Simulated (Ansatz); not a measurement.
Relaxed TiB$_{2}$ (AlB2 type, space group P6/mmm):

```yaml
crystal:
  lattice:
    - [3.02469, 0.00000, 0.00000]
    - [-1.51235, 2.61946, 0.00000]
    - [0.00000, 0.00000, 3.22263]
  atoms:
    - { symbol: Ti, position: [0.00000, 0.00000, 0.00000] }
    - { symbol: B, position: [0.33333, 0.66667, 0.50000] }
    - { symbol: B, position: [0.66667, 0.33333, 0.50000] }
```

Two-dimensional scan of atom 3 (B, nearest neighbour B at 1.746 Å; its periodic images, 3.0 Å or more away, move with it): u runs along (1.000, 0.000, 0.000), v along (0.000, 0.000, 1.000) (Cartesian). Cell and other atoms are fixed.

All values below come from r2SCAN (plane waves to 500 eV, PAW, scalar-relativistic; Ansatz, a program for electronic structure). k mesh 14×14×12 (Γ-centred), Fermi-Dirac smearing 0.05 eV. The energy includes the smearing's −TS. Points where atoms come too close for the PAW data are left out (x in tables, blank in figures). With partly filled bands, energies and forces of such displacements shift with the k mesh and the smearing. TiB2 is run without spin polarisation. TiB2 was relaxed with its symmetry unable to fall. The last digit holds for this mesh only.

Changes of ΔE (meV/cell) from the point u = 0.000 Å, v = 0.000 Å when one coordinate moves alone (two changes are said to add if the coupling is within 5 % of the smaller one, nearly so within 20 %):

```
point                      change
-------------------------  ------
u = 0.000 Å, v = -0.440 Å   970.6
u = 0.000 Å, v = -0.220 Å   239.2
u = -0.440 Å, v = 0.000 Å  2125.1
u = -0.220 Å, v = 0.000 Å   487.1
u = 0.220 Å, v = 0.000 Å    487.1
u = 0.440 Å, v = 0.000 Å   2125.1
u = 0.000 Å, v = 0.220 Å    239.2
u = 0.000 Å, v = 0.440 Å    970.6
```

**Question.** What is the change at u = 0.440 Å, v = -0.220 Å, where both move, and how far is it from the sum?

**Answer.** The sum of the single changes is 2125.1 + (239.2) = 2364.3; the calculation gives 2322.4, so the coupling contributes -41.9 (under 20 % of the smaller single change, nearly additive).

**Question.** What is the change at u = -0.220 Å, v = -0.220 Å, where both move, and how far is it from the sum?

**Answer.** The sum of the single changes is 487.1 + (239.2) = 726.3; the calculation gives 723.7, so they add (within 5 % of the smaller single change).

**Question.** What is the change at u = -0.220 Å, v = 0.440 Å, where both move, and how far is it from the sum?

**Answer.** The sum of the single changes is 487.1 + (970.6) = 1457.7; the calculation gives 1466.0, so they add (within 5 % of the smaller single change).

(For displaced atoms, the force is minus the slope of the energy, and its curvature is a force constant, which sets phonon frequencies.)
